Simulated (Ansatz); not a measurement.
InBi (zinc blende, F-43m), DFT-LDA in the program Ansatz with PAW potentials, all energies at zero smearing, with the estimated change up to a 700 eV cutoff added, with one set of potentials and settings (totals compare only within such a set). Cell of 2 atoms (1 In, 1 Bi): -17542.943 eV.

| element | reference phase | E (eV/atom) |
|---|---|---|
| In | I4/mmm, 1 atoms in the cell | -5457.1653 |
| Bi | R-3m, 2 atoms in the cell | -12085.8651 |

Formation energy per atom, worked out: (-17542.943 − 1×(-5457.1653) − 1×(-12085.8651))/2 = 0.044 eV/atom (4 kJ per mol of atoms), at 0 K, without zero-point energy or fitted corrections.

The first step of the workflow began from a Materials Project structure, measured or hypothetical; the Crystallography Open Database copy checked does not list it. COD files the formula under space group No. 129, so this cell is another polymorph or a model. With In and Bi taken as one species the cell has the higher symmetry Fd-3m, so it may be an ordered model of a mixed-site phase. Its standing as an ambient phase is unchecked. Symmetry was held in the LDA relaxation; phonons on a q-mesh show no instability. The references are the lowest solids computed at this level, not always the standard phases. Scalar-relativistic: spin–orbit coupling is off unless named, which matters more the heavier the elements.

Potentials: the later of the program's two PAW sets.
